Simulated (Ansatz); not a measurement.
The relaxed structure here is a generated cell of Li: the first start was made by a random draw of sites in a space group, and the end was not matched to a known phase here, so it may be hypothetical. Known forms of Li include space group No. 229.

The end point of a relaxation of Li. Space group Pm-3m (No. 221). The numbers are results of r2SCAN (plane waves to 500 eV, PAW, scalar-relativistic; Ansatz, an electronic-structure program), not measurements.

Space group Pm-3m (No. 221); a = b = c = 4.1702 Å, α = β = γ = 90.00°

```
atom  site  symmetry       x       y       z
----  ----  --------  ------  ------  ------
Li      3c    4/mm.m  0.0000  0.5000  0.5000
```

For Li, the volume per atom comes out as 24.17 Å³ and the band gap is zero (metallic). The shortest distances is Li–Li 2.95 Å. The k-mesh is 11×11×11.

Band energies at high-symmetry points (eV from the Fermi level; labels of this space group; no spin-orbit coupling), from −5 eV up to 3.7 eV:

```tsv
point	energies
Γ	-3.57 2.83 2.83 2.83
X	-1.72 -1.69
M	-0.56 0.07 0.64 0.64
R	-0.13 1.44 1.44 1.44
```

No spin polarisation in the result.

The run could not lose the symmetry of its start, so the end can be a saddle point.

All atoms sit on sites fixed by symmetry, so only the cell could relax.
